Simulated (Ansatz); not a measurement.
A plane-wave DFT run in Ansatz 0.2.0 (scalar-relativistic PAW potentials unless the input names others): input and command.

```yaml
crystal:
  lattice:
    - [4.96826811, 0.0, 0.0]
    - [0.0, 4.96826811, 0.0]
    - [0.0, 0.0, 4.96826811]
  atoms:
    - { symbol: Ca, position: [0.0, 0.5, 0.5] }
    - { symbol: Ca, position: [0.5, 0.0, 0.5] }
    - { symbol: Ca, position: [0.5, 0.5, 0.0] }
    - { symbol: S, position: [0.0, 0.0, 0.0] }
basis:
  ecutwfc: 420
kpoints:
  mp_grid: { grid: [10, 10, 10] }
hamiltonian:
  xc: pbe
scf:
  occupations: { method: gaussian, width: 0.005 }
output:
  forces: true
  eigenvalues: true
  stress: true
```

```bash
ansatz run input.yaml --threads 1 --pin off --max-ram 2560MiB --backend cpu --events-out ev --progress --plain --runs-dir out
```

Abridged log:
```
Pseudopotentials: kind: paw
Pseudopotential: Ca, paw, valence charge 10, recommended cutoff 420 eV (normal)
Pseudopotential: S, paw, valence charge 6, recommended cutoff 420 eV (normal)
Functional definition: PBE
Crystal: 4 atoms, lattice volume = 122.635 Å³
Basis set: ecut = 420 eV, 2373 PW (Γ), exchange–correlation on 72×72×72 points (8 copies of the dense FFT grid, shifted against one another)
Bands: 22, of which v1, the nominal top of the filled ones, is band 18 counted from 1 (17 counted from 0)
Symmetry: 48 space group operations
Space group: Pm-3m (ITA 221), of the structure as read, at distance tolerance 5.0e-5 Å
k-points: 56 of 1000
Initial density: superposition of atomic densities (neutral atoms: chi_scale 0, normalization atom), corrected by the library's trained network
Initial wavefunctions: pseudopotential atomic-orbital guess
Functional: x = pbe(κ = 0.804, μ = 0.21951497), c = pbe(β = 0.06672455)
SCF iter   1: F=—  HF=-6354.002036 eV  |F-HF|=—  |Δ(HF+E_count)|=         —  Δρ=4.65e-3  dr2=7.59e-2  ethr=1.77e-3  ⟨swp⟩=8.5  Hψ=6834  notcnv=0
SCF iter   2: F=—  HF=-6353.988447 eV  |F-HF|=—  |Δ(HF+E_count)|=   1.36e-2  Δρ=2.25e-3  dr2=1.25e-2  ethr=2.11e-4  ⟨swp⟩=2.0  Hψ=2084  notcnv=0  defer=12
SCF iter   3: F=—  HF=-6353.987069 eV  |F-HF|=—  |Δ(HF+E_count)|=   1.38e-3  Δρ=1.09e-3  dr2=2.26e-3  ethr=3.47e-5  ⟨swp⟩=2.0  Hψ=1708  notcnv=0  defer=12
SCF iter   4: F=—  HF=-6353.987028 eV  |F-HF|=—  |Δ(HF+E_count)|=   4.14e-5  Δρ=1.33e-4  dr2=2.56e-5  ethr=6.27e-6  ⟨swp⟩=2.1  Hψ=1711  notcnv=0  defer=12
SCF iter   5: F=—  HF=-6353.987173 eV  |F-HF|=—  |Δ(HF+E_count)|=   1.46e-4  Δρ=2.17e-5  dr2=1.43e-6  ethr=7.11e-8  ⟨swp⟩=2.0  Hψ=1567  notcnv=0  defer=12
SCF iter   6: F=-6353.987173 eV  HF=-6353.987173 eV  |F-HF|=2.53e-8  |Δ(HF+E_count)|=   2.13e-8  Δρ=6.03e-6  dr2=9.04e-8  ethr=2.78e-10  ⟨swp⟩=7.3  Hψ=5668  notcnv=0
SCF 1 converged in 6 iterations: F = -6353.987173 eV  dr2 = 9.04e-8
SCF converged after 6 iterations
Free energy (F): -6353.987173 eV
Harris-Foulkes:  -6353.987173 eV  (|F-HF|=2.53e-8)
Internal energy: -6353.986929 eV  (E = F + TS)
E sigma→0 (E₀):  -6353.987051 eV
Entropy (-TS):   -0.000244 eV (-0.061 meV/atom)
Fermi energy:    7.054930 eV
--- Forces (eV/Å), atoms counted from 1 ---
  atom   1  Ca     0.00000000     0.00000000     0.00000000
  atom   2  Ca     0.00000000     0.00000000     0.00000000
  atom   3  Ca     0.00000000     0.00000000     0.00000000
  atom   4  S      0.00000000     0.00000000     0.00000000
--- Stress (GPa, compression-positive) ---
       -0.131671       0.000000       0.000000
        0.000000      -0.131671       0.000000
        0.000000       0.000000      -0.131671
  P = ⅓ Tr σ = -0.1317 GPa (-1.317 kbar)
```

Apart from outputs, empty bands and the relaxation, which only the reference makes, the input differs from a reference run on usual settings in scf.occupations.width: 0.1 → 0.005. The reference, at the same geometry, ended its own course with pressure 0.01 GPa, largest force 0.000 eV/Å, no gap on the mesh. This run converged in 6 SCF iterations with an energy at zero smearing 0.95 meV/atom above the reference's, pressure -0.13 GPa, largest force 0.000 eV/Å, no gap on the mesh. Its k mesh, for so narrow a smearing in a metal, is looser than usual, yet energy, pressure and forces hardly moved.

The run took 8 s on 1 thread of Arm Neoverse V1, with other jobs on the host, peak memory 0.4 GiB.